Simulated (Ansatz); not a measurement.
## How much does the functional matter for the cell of SnSe₂?

The starting cell is an entry of the Crystallography Open Database (1992):

```
Sn Se
1.0
     3.81100    0.00000    0.00000
    -1.90550    3.30042    0.00000
     0.00000    0.00000    6.13600
Sn Se
1 2
Cartesian
  0.0000 0.0000 0.0000
  0.0000 2.2003 1.5279
  1.9055 1.1001 4.6081
```

Atoms and cell were relaxed at zero pressure with plane-wave PAW DFT (Ansatz 0.2.0; one set of PAW datasets, made under PBE, for all functionals; 420 eV, r2SCAN 500 eV; 12×12×4 Γ-centred mesh, fermi-dirac occupations of width 0.020 eV; no spin polarisation, no spin-orbit coupling, no dispersion correction), keeping the symmetry (P-3m1, No. 164).

Problem. How do the functionals compare with each other and with the entry?

Solution. The relaxed conventional cells:

```tsv
functional	a (Å)	c (Å)	volume (Å³/atom)	formation energy (eV/atom)
LDA	3.800	5.880	24.51	-0.327
PBEsol	3.818	6.137	25.83	-0.342
PBE	3.872	7.006	30.32	-0.343
r2SCAN	3.840	6.524	27.78	-0.425
the entry	3.811	6.136	25.73	–
```

LDA gives the smallest volume and PBE the largest, 23.7 % more, the usual order, since LDA overbinds and PBE's gradient terms loosen the lattice. Against the entry's volume: LDA -4.7 %, PBEsol +0.4 %, PBE +17.8 %, r2SCAN +8.0 %; PBEsol comes nearest. The axis c stretches most from LDA to PBE (19.2 %), the mark of a weakly bound direction, where the missing dispersion matters. The formation energies span 0.10 eV an atom, lowest under r2SCAN.

Caveats: each relaxation keeps the start's symmetry, so a distorted cell may lie lower; computed cells are at 0 K with fixed nuclei, while the entry holds thermal expansion, often some tenths of a per cent in volume and more in soft crystals; without dispersion the spacing of weakly bound layers is ill defined; formation energies are at zero smearing against the elements' usual phases under the same functional, gases as free molecules, uncorrected.
